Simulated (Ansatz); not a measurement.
The cell comes from COD entry 1539189, which wasn't checked; take it as a given geometry.

Input and log of a run on MnSb: DFT, PBE, all-electron LAPW, scalar-relativistic (Ansatz 0.2.0).

```yaml
crystal:
  lattice:
    - [4.1299978706, 0.0, 0.0]
    - [-2.0649989353, 3.5766830735, 0.0]
    - [0.0, 0.0, 5.8]
  atoms:
    - { symbol: Mn, position: [0.0, 0.0, 0.0], spin: 4.0 }
    - { symbol: Mn, position: [0.0, 0.0, 0.5], spin: 4.0 }
    - { symbol: Sb, position: [0.3333333333, 0.6666666667, 0.25] }
    - { symbol: Sb, position: [0.6666666667, 0.3333333333, 0.75] }
magnetization:
  spin_polarized: true
kpoints:
  mp_grid: { grid: [9, 9, 6] }
  band_path:
    path:
      - [0.0, 0.0, 0.0]
      - [0.5, 0.0, 0.0]
      - [0.3333333333, 0.3333333333, 0.0]
      - [0.0, 0.0, 0.0]
      - [0.0, 0.0, 0.5]
      - [0.5, 0.0, 0.5]
      - [0.3333333333, 0.3333333333, 0.5]
      - [0.0, 0.0, 0.5]
      - [0.5, 0.0, 0.5]
    npoints: 8
scf:
  occupations: { method: fermi_dirac, width: 0.08 }
hamiltonian:
  xc: pbe
  pseudopotentials: { kind: all_electron, lapw: { basis_error: 0.001 } }
output:
  forces: true
  stress: true
  eigenvalues: true
  populations: true
  dos: { projected: true, de: 0.2, e_range: [-14, 8] }
```

Output:

```
Mn: projections on atomic orbitals take those of the free atom 1s2 2s2 2p6 3s2 3p6 3d5 4s2, of charge +0.00 (hamiltonian.pseudopotentials.projection_atoms)
Sb: projections on atomic orbitals take those of the free atom 1s2 2s2 2p6 3s2 3p6 3d10 4s2 4p6 4d10 5s2 5p3, of charge +0.00 (hamiltonian.pseudopotentials.projection_atoms)
LAPW: plane waves up to 7.982 Å⁻¹, error target 1.0e-3 eV per atom; small_component_spin mean_spin; Mn in spheres of 1.367 Å, 15 of its electrons in bands, Dirac shells []; Sb in spheres of 1.424 Å, 23 of its electrons in bands, Dirac shells []
Engine: ansatz 0.2.0
Pseudopotentials: kind: all_electron
Pseudopotential: Mn, LAPW, valence charge 15, Koelling and Harmon's equation, gaussian nucleus
Pseudopotential: Sb, LAPW, valence charge 23, Koelling and Harmon's equation, gaussian nucleus
Functional definition: PBE
  parameter kappa = 0.804
  parameter beta = 0.06672455060314922
  exchange = pbe_x(kappa = kappa, mu = beta*pi^2/3)
  correlation = pbe_c(beta = beta)
Crystal: 4 atoms, lattice volume = 85.676 Å³
Basis set: ecut = 242.73890732666948 eV, 723 PW (Γ), exchange–correlation at level 2
Bands: 51, of which v1, the nominal top of the filled ones, is band 38 counted from 1 (37 counted from 0)
Symmetry: 24 space group operations
Space group: P63/mmc (ITA 194), of the structure as read, at distance tolerance 4.4e-5 Å
Magnetic group: BNS 194.263 (UNI 1493), of the structure as read, at distance tolerance 4.4e-5 Å
k-points: 48 of 486
Non-local potential: Mn, projectors of the file, none
Non-local potential: Sb, projectors of the file, none
Initial density: superposition of atomic densities (chi_scale 0.1, normalization cell)
Starting moments: Σ|m| = 8 μB on 2 of 4 sites
Initial wavefunctions: plane waves of lowest kinetic energy (no species holds an atomic orbital)
Functional: x = pbe(κ = 0.804, μ = 0.2195149727645171), c = pbe(β = 0.06672455060314922)
iter 1 solved again at ethr=1.29e-3 eV; its pass at ethr=1.00e-1 eV (dr2=9.84e-1 eV) is discarded
SCF iter   1: F=—  HF=-415792.731758 eV  |F-HF|=—  |Δ(HF+E_count)|=         —  Δρ=1.78e-2 (↑1.09e-2 ↓1.78e-2)  dr2=9.85e-1  dr2_m=7.41e-2  M=6.668 μB ∫|m|=7.418 μB  β_m=0.30  ethr=1.29e-3  ⟨swp⟩=2.1  Hψ=32480  notcnv=0
Mixer restart at iter 1: flushing history
preconditioner: auto → Kerker (q_TF=auto, 2.674 Å⁻¹)  [metal: Δε(μ)=0.026 eV  Ē_g=8.194 eV  σ=0.080 eV  W_gap=0.08  n_scr=22 (ndim 8)  ℏωp=19.7 eV  f_vac=0.000  D(μ)=2.15/eV (n_scr^D=20)]
spin=Collinear: Kerker preconditioning applied to the charge; magnetization (m = ρ↑ − ρ↓) channel mixes plain (no charge-response kernel on spin).
SCF iter   2: F=—  HF=-415792.718992 eV  |F-HF|=—  |Δ(HF+E_count)|=   1.28e-2  Δρ=1.22e-2 (↑7.81e-3 ↓1.22e-2)  dr2=3.77e-1  dr2_m=3.90e-2  M=6.663 μB ∫|m|=7.429 μB  β_m=0.42  ethr=1.29e-3  ⟨swp⟩=2.0  Hψ=14928  notcnv=0
SCF iter   3: F=—  HF=-415792.710790 eV  |F-HF|=—  |Δ(HF+E_count)|=   8.20e-3  Δρ=7.91e-3 (↑4.95e-3 ↓7.91e-3)  dr2=2.55e-1  dr2_m=9.65e-3  M=6.631 μB ∫|m|=7.459 μB  β_m=0.48  ethr=4.96e-4  ⟨swp⟩=2.0  Hψ=14119  notcnv=0
SCF iter   4: F=—  HF=-415792.686458 eV  |F-HF|=—  |Δ(HF+E_count)|=         —  Δρ=2.59e-3 (↑2.34e-3 ↓2.59e-3)  dr2=4.81e-2  dr2_m=1.26e-4  M=6.610 μB ∫|m|=7.486 μB  β_m=0.48  ethr=3.35e-4  ⟨swp⟩=2.0  Hψ=14887  notcnv=0
Mixer restart at iter 4: flushing history
SCF iter   5: F=—  HF=-415792.685589 eV  |F-HF|=—  |Δ(HF+E_count)|=         —  Δρ=1.97e-3 (↑1.92e-3 ↓1.97e-3)  dr2=3.18e-2  dr2_m=5.70e-5  M=6.615 μB ∫|m|=7.497 μB  β_m=0.74  ethr=6.33e-5  ⟨swp⟩=2.0  Hψ=13862  notcnv=0
the basis was enlarged: its passes take 1.6 MiB over the memory plan, 2 of 2 planned eigensolver slots
SCF iter   6: F=—  HF=-415792.682077 eV  |F-HF|=—  |Δ(HF+E_count)|=   3.51e-3  Δρ=8.37e-4 (↑8.37e-4 ↓7.63e-4)  dr2=3.51e-3  dr2_m=8.82e-6  M=6.627 μB ∫|m|=7.507 μB  β_m=0.56  ethr=4.19e-5  ⟨swp⟩=2.0  Hψ=13863  notcnv=0
SCF iter   7: F=—  HF=-415792.680166 eV  |F-HF|=—  |Δ(HF+E_count)|=   1.91e-3  Δρ=3.72e-4 (↑3.72e-4 ↓3.43e-4)  dr2=5.34e-4  dr2_m=1.98e-5  M=6.638 μB ∫|m|=7.526 μB  β_m=0.70  ethr=4.61e-6  ⟨swp⟩=2.7  Hψ=13989  notcnv=0
SCF iter   8: F=—  HF=-415792.680613 eV  |F-HF|=—  |Δ(HF+E_count)|=   4.47e-4  Δρ=2.10e-4 (↑1.93e-4 ↓2.10e-4)  dr2=1.80e-4  dr2_m=5.02e-6  M=6.642 μB ∫|m|=7.530 μB  β_m=0.85  ethr=7.02e-7  ⟨swp⟩=2.6  Hψ=13987  notcnv=0
SCF iter   9: F=—  HF=-415792.680780 eV  |F-HF|=—  |Δ(HF+E_count)|=   1.67e-4  Δρ=5.87e-5 (↑5.87e-5 ↓5.49e-5)  dr2=2.11e-5  dr2_m=1.57e-7  M=6.643 μB ∫|m|=7.533 μB  β_m=0.85  ethr=2.37e-7  ⟨swp⟩=3.0  Hψ=14564  notcnv=0
SCF iter  10: F=—  HF=-415792.680792 eV  |F-HF|=—  |Δ(HF+E_count)|=   1.23e-5  Δρ=3.54e-5 (↑3.54e-5 ↓3.06e-5)  dr2=7.14e-6  dr2_m=7.75e-8  M=6.643 μB ∫|m|=7.532 μB  β_m=0.92  ethr=2.78e-8  ⟨swp⟩=2.3  Hψ=13907  notcnv=0
iter 11 solved again at ethr=3.58e-10 eV; its pass at ethr=9.40e-9 eV (dr2=2.72e-7 eV) is discarded
SCF iter  11: F=—  HF=-415792.680798 eV  |F-HF|=—  |Δ(HF+E_count)|=   5.73e-6  Δρ=7.46e-6 (↑7.46e-6 ↓5.91e-6)  dr2=2.72e-7  dr2_m=4.07e-9  M=6.642 μB ∫|m|=7.531 μB  β_m=0.96  ethr=3.58e-10  ⟨swp⟩=2.0  Hψ=23927  notcnv=0
SCF iter  12: F=—  HF=-415792.680798 eV  |F-HF|=—  |Δ(HF+E_count)|=   2.15e-7  Δρ=2.11e-6 (↑1.85e-6 ↓2.11e-6)  dr2=2.11e-8  dr2_m=9.22e-11  M=6.642 μB ∫|m|=7.531 μB  β_m=0.81  ethr=3.57e-10  ⟨swp⟩=3.0  Hψ=14250  notcnv=0
SCF iter  13: F=-415792.680798 eV  HF=-415792.680798 eV  |F-HF|=9.55e-9  |Δ(HF+E_count)|=   2.74e-9  Δρ=1.51e-6 (↑1.26e-6 ↓1.51e-6)  dr2=1.06e-8  dr2_m=6.60e-11  M=6.642 μB ∫|m|=7.531 μB  ethr=2.78e-11  ⟨swp⟩=2.0  Hψ=13866  notcnv=0
SCF 1 converged in 13 iterations: F = -415792.680798 eV  dr2 = 1.06e-8
the search or the solves at the SCF's close seem to have found levels that the self-consistency loop had missed (the run counts 1). By its estimate they hold under 1e-12 electrons; where the run keeps them, the occupations were computed again with them
NSCF: frozen V_eff on 65 k-points
SCF converged after 13 iterations
Magnetization: 6.6422 μB (41.3211 up, 34.6789 down)
Absolute magnetization: 7.5314 μB (∫|ρ↑−ρ↓|)
Spin contamination: 0.3270 ħ² per cell (⟨S²⟩ above its minimum at these occupations)
Per-site moments (μB) at R_I (Å): [(3.469310180356157, 1.3669418342928312), (3.469310180356157, 1.3669418342928312), (-0.1623443990509017, 1.4237797996682373), (-0.1623443990509017, 1.4237797996682373)]
Free energy (F): -415792.680798 eV
Harris-Foulkes:  -415792.680798 eV  (|F-HF|=9.55e-9)
Internal energy: -415792.636140 eV  (E = F + TS)
E sigma→0 (E₀):  -415792.658469 eV
Entropy (-TS):   -0.044658 eV (-11.165 meV/atom)
Fermi energy:    14.138944 eV
--- Per-component energies (eV) ---
  E_band       = -2229.847801
  E_kinetic    = 435593.800511
  E_xc         = -12137.508061
  E_electrostatic = -839248.928590  (all electrons and nuclei)
  E_smearing   = -0.044658  (= −TS)
  E_closure    = 0.000000  (closes the sum)
  E_atoms      = -415765.601603  (free atoms, spherical and without spin; not in F)
  Σ components = -415792.680798   (vs F -415792.680798, Δ=0.00e0)
  Basis errors (estimates in eV, not in F): energy 3.6e-4 per atom: plane waves 3.1e-4 (1.7e-4 summed), levels above the bands 8.4e-41, relativity 3.2e-8, radial functions 4.4e-5, core shells 8.3e-9; eigenvalues (radial functions only) 1.8e-6; not estimated: angular momenta, meshes, grids; target (lapw.basis_error) 1.0e-3; muffin-tin radii Mn 1.367 Å, Sb 1.424 Å
--- Forces (eV/Å), atoms counted from 1 ---
  atom   1  Mn     0.00000000     0.00000000     0.00000000
  atom   2  Mn     0.00000000     0.00000000     0.00000000
  atom   3  Sb     0.00000000    -0.00000000     0.00000000
  atom   4  Sb     0.00000000     0.00000000     0.00000000
  max |Σ_I F_I| component: 2.31e-18 eV/Å
--- Stress (GPa, compression-positive) ---
       -2.376893       0.000000       0.000000
        0.000000      -2.376893       0.000000
        0.000000       0.000000      -4.086212
  P = ⅓ Tr σ = -2.9467 GPa (-29.467 kbar)
--- Band table (eV; the first three rows and the last of 96) ---
  k-point 0 ↑: bands = ["-129.9578", "-129.9578", "-82.9403", "-82.9401", "-82.9198", "-82.9198", "-82.9198", "-82.9198", "-66.9401", "-66.9336", "-35.7823", "-35.7823", "-35.7751", "-35.7751", "-35.5589", "-35.4818", "-14.7542", "-14.7542", "-14.7319", "-14.7317", "-14.7317", "-14.7305", "-14.7229", "-14.7229", "-14.7217", "-14.7217", "2.5355", "5.5008", "8.4556", "10.2609", "10.2609", "10.9031", "11.2084", "11.2084", "11.5061", "11.5061", "12.2414", "12.2414", "13.5889", "14.6336", "14.6336", "16.4335", "16.4335", "16.7021", "17.1861", "18.5079", "19.7933", "19.7933", "21.3732", "21.3732", "22.3132"]
  k-point 1 ↑: bands = ["-129.9578", "-129.9578", "-82.9403", "-82.9401", "-82.9198", "-82.9198", "-82.9198", "-82.9198", "-66.9397", "-66.9340", "-35.7818", "-35.7818", "-35.7756", "-35.7756", "-35.5538", "-35.4870", "-14.7530", "-14.7530", "-14.7341", "-14.7341", "-14.7318", "-14.7305", "-14.7220", "-14.7220", "-14.7214", "-14.7214", "2.6518", "5.0719", "9.0176", "10.3317", "10.3317", "10.9674", "11.2532", "11.2532", "11.4197", "11.4197", "12.0978", "12.0978", "13.4648", "14.8608", "14.8608", "15.9166", "16.3892", "16.3892", "17.4015", "18.9191", "19.6766", "19.6766", "20.8349", "20.8349", "21.9702"]
  k-point 2 ↑: bands = ["-129.9578", "-129.9578", "-82.9402", "-82.9402", "-82.9198", "-82.9198", "-82.9198", "-82.9198", "-66.9385", "-66.9352", "-35.7805", "-35.7805", "-35.7769", "-35.7769", "-35.5397", "-35.5011", "-14.7496", "-14.7496", "-14.7390", "-14.7390", "-14.7315", "-14.7308", "-14.7210", "-14.7210", "-14.7209", "-14.7209", "2.9963", "4.2848", "10.1197", "10.5350", "10.5350", "11.0930", "11.1715", "11.1715", "11.3809", "11.3809", "11.8241", "11.8241", "13.2617", "14.5710", "15.3638", "15.3638", "16.2238", "16.2238", "17.9761", "19.1937", "19.5202", "19.5202", "20.0676", "20.0676", "21.4117"]
  k-point 47 ↓: bands = ["-129.9682", "-129.9682", "-82.9510", "-82.9510", "-82.9309", "-82.9309", "-82.9309", "-82.9309", "-63.3035", "-63.3035", "-32.1612", "-32.1612", "-32.1609", "-32.1609", "-32.0701", "-32.0701", "-14.7748", "-14.7748", "-14.7702", "-14.7702", "-14.7522", "-14.7522", "-14.7466", "-14.7466", "-14.7465", "-14.7465", "4.9350", "4.9350", "9.6811", "9.6811", "10.0460", "10.0460", "12.8202", "12.8202", "14.5775", "14.5775", "14.8200", "14.8200", "15.1985", "15.1985", "15.5214", "15.5214", "18.1467", "18.1467", "20.1199", "20.1199", "21.0566", "21.0566", "22.4453", "22.4453", "22.9700"]
--- Löwdin populations: 4 sites ---
  site symbol       q [e]    m [muB]
     0     Mn     24.3387     3.5849
     1     Mn     24.3387     3.5849
     2     Sb     51.4927    -0.2732
     3     Sb     51.4927    -0.2732
  spilling = 0.002218 (of n_electrons = 152.000000)
```

The magnetic state is the one reached from the start moments; no search over orders was made, so it needn't be the ground state.
